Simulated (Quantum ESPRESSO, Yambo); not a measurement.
# Levels of theory for the gap of Sr2MgH6

Sr$_{2}$MgH$_{6}$ (space group P-3m1, No. 164): one geometry, one set of norm-conserving LDA (Quantum ESPRESSO, 84 Ry, without SOC) orbitals, self-energies from Yambo (3×3×4 Γ-centred k mesh, bands 5 to 155 and a 7 Ry block in the screening, 155 bands in G with the Bruneval-Gonze terminator, plasmon pole fitted at 27.2 eV).

The geometry is that of Materials Project entry mp-644225, symmetrised and not relaxed again.

```csv
level,gap K → Γ (eV),direct gap at Γ (eV),rough Yambo cost
LDA (Quantum ESPRESSO),2.41,2.83,–
exchange only (Hartree-Fock self-energy on LDA orbitals),9.78,10.26,about 1/20 (8 states)
static COHSEX@LDA,4.99,5.40,within a factor of two (3 states)
"G0W0@LDA, plasmon pole",4.28,4.69,1 (8 states)
"G0W0@LDA, multipole fit to 8 frequencies, no terminator",4.23,4.62,within a factor of two (3 states)
"G0W0@LDA, plasmon pole, no terminator",4.29,4.69,"about 1/8 (3 states, screening reused)"
```

Bare exchange has no screening and gives the widest gap; static COHSEX screens it but leaves out the frequency dependence, which G0W0 restores.

Costs are rough ratios of core time on shared machines.

Nearest settings tried, and what they do to the gap: 100 bands in G: -4 meV; 100 bands in W, 100 bands in G: -18 meV; 3 Ry block (71 vectors against 253): -261 meV; 3×3×2 mesh: -19 meV. So the settings aren't converged at that level.

The structure is a Materials Project entry; no match was found in the copy of COD used, and its stability was not checked.
